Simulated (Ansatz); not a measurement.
Level of theory: Ansatz, DFT PBE, scalar-relativistic, plane waves, PAW. All cells share a 420 eV cutoff and Γ-centred k meshes spaced at most about 0.3 Å⁻¹ (about 0.25 or finer for metals, 2π included). No spin polarisation in the final relaxations.

These are static total energies at zero pressure.

Compare these two cells of TaGa2, each relaxed at this level.

A.

```
Ta Ga
1.0
     0.00000    3.62351    3.62351
     3.62351    0.00000    3.62351
     3.62351    3.62351    0.00000
Ta Ga
2 4
Direct
  0.25000 0.25000 0.25000
  0.00000 0.00000 0.00000
  0.62500 0.12500 0.62500
  0.62500 0.62500 0.12500
  0.12500 0.62500 0.62500
  0.62500 0.62500 0.62500
```

B.

```
Ta Ga
1.0
     0.00000    3.04307    3.04307
     3.04307    0.00000    3.04307
     3.04307    3.04307    0.00000
Ta Ga
1 2
Direct
  0.00000 0.00000 0.00000
  0.25000 0.25000 0.25000
  0.50000 0.50000 0.50000
```

Question: Which form is favoured at zero pressure, and by what margin per atom?

Answer: A is lower, by 0.52 eV/atom. A has the cubic Laves (C15) type, space group Fd-3m (No. 227), 15.9 Å³/atom and no gap on its mesh; B has space group F-43m (No. 216), 18.8 Å³/atom and no gap. Counting all near atoms (those within 1.25 times the shortest distance at each site; a plus sign parts nearer from farther groups; a slash parts the counts of unlike sites), A has Ta 16, Ga 6+6 and B has Ta 4+6, Ga 8/4+6. The denser one is the lower, and pressure would at first widen the difference. Even the lower one lies +0.06 eV/atom against the reference forms of the elements (uncorrected), so neither is stable at this level. Both come from invented guesses. A third cell relaxed alike, in P4/mmm, lies 225 meV/atom below the lower of the two.

Spin–orbit coupling, which can matter for Ta, is left out. A magnetic state wasn't ruled out in cells without spin, among them F-43m. Cells relaxed within their symmetry can be saddle points.
